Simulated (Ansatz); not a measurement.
Starting cell, MgAu (CsCl type):

```
CELL_PARAMETERS angstrom
      3.21955     0.00000     0.00000
      0.00000     3.21955     0.00000
      0.00000     0.00000     3.21955
ATOMIC_POSITIONS crystal
  Mg 0.50000 0.50000 0.50000
  Au 0.00000 0.00000 0.00000
```

A phonon eigenvector at Γ is frozen into this cell: atom i moves by Q times the vector below, so Q is the largest atomic displacement, in Å. The cell is held. It is one choice among 3 degenerate patterns.

| atom | x | y | z |
|---|---|---|---|
| Mg1 | 0.000 | 0.000 | 1.000 |
| Au2 | 0.000 | 0.000 | -0.123 |

Calculation: LDA (plane waves to 420 eV, PAW, scalar-relativistic; Ansatz, a quantum-chemistry and plane-wave program). k mesh 14×14×14 (Γ-centred), Fermi-Dirac smearing 0.05 eV. E stands for the smeared free energy. With partly filled bands, energies and forces of such displacements shift with the k mesh and the smearing. MgAu was relaxed with its symmetry unable to fall. Spin-orbit coupling is left out, though Au is heavy. The zero of ΔE is the undisplaced structure. The last digit holds for this mesh only.

```tsv
Q (Å)	ΔE (meV/cell)
-0.1000	22.41
-0.0833	15.55
-0.0667	9.95
-0.0500	withheld
-0.0333	2.49
-0.0167	0.62
0.0000	0.00
0.0167	0.62
0.0333	2.49
0.0500	withheld
0.0667	9.95
0.0833	15.55
0.1000	22.41
```

**Question.** Fit an even polynomial form (powers 2, 4) to the given rows and predict ΔE at Q = 0.0500.

**Answer.** Least squares on the 11 given rows: ΔE = (2237)·Q² + (438.1)·Q⁴, in meV/cell with Q in Å; root-mean-square residual 0.007 meV/cell. At 0.0500 the fit gives 5.60 meV/cell; the calculation gives 5.60 meV/cell, the same to the digits shown. The quadratic term alone would give 5.59 meV/cell.

(A displaced cell: forces are minus the slopes of the energy, force constants its curvatures, and phonons follow from these.)
